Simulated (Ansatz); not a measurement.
Al₂Cu (Al2Cu type, space group I4/mcm)

```yaml
crystal:
  lattice:
    - [-3.02975, 3.02975, 2.43725]
    - [3.02975, -3.02975, 2.43725]
    - [3.02975, 3.02975, -2.43725]
  atoms:
    - { symbol: Al, position: [0.15828, 0.65828, 0.81655] }
    - { symbol: Al, position: [0.34172, 0.15828, 0.50000] }
    - { symbol: Al, position: [0.65828, 0.84172, 0.50000] }
    - { symbol: Al, position: [0.84172, 0.34172, 0.18345] }
    - { symbol: Cu, position: [0.75000, 0.75000, 0.00000] }
    - { symbol: Cu, position: [0.25000, 0.25000, 0.00000] }
```

In each cell atom 2 (Al, nearest neighbour Cu at 2.587 Å; its periodic images, 4.9 Å or more away, move with it) moves by s·(0.000, 0.000, 1.000) (along Cartesian z), the rest being held.

Level of theory: PBE (plane waves to 420 eV, PAW, scalar-relativistic; Ansatz, an electronic-structure program). k mesh 10×10×10 (Γ-centred), Fermi-Dirac smearing 0.05 eV. E stands for the smeared free energy. With partly filled bands, energies and forces of such displacements shift with the k mesh and the smearing. Al2Cu is run without spin polarisation. Al2Cu was relaxed with its symmetry unable to fall. The zero of ΔE is the undisplaced structure. The last digit holds for this mesh only.

```tsv
s (Å)	ΔE (meV/cell)
-0.780	withheld
-0.624	873.1
-0.468	467.2
-0.312	200.1
-0.156	48.9
0.000	0.0
0.156	48.9
0.312	200.1
0.468	467.2
0.624	873.1
0.780	withheld
```

**Question.** Fit an even polynomial form (powers 2, 4) to the given rows and predict ΔE at s = -0.780.

**Answer.** Least squares on the 9 given rows: ΔE = (1993)·s² + (640.3)·s⁴, in meV/cell with s in Å; root-mean-square residual 0.02 meV/cell. At -0.780 the fit gives 1449.5 meV/cell; the calculation gives 1448.0 meV/cell, so the extrapolation is off by 1.5 (+0.1 %). The quadratic term alone would give 1212.5 meV/cell.

(For displaced atoms, the force is minus the slope of the energy, and its curvature is a force constant, which sets phonon frequencies.)
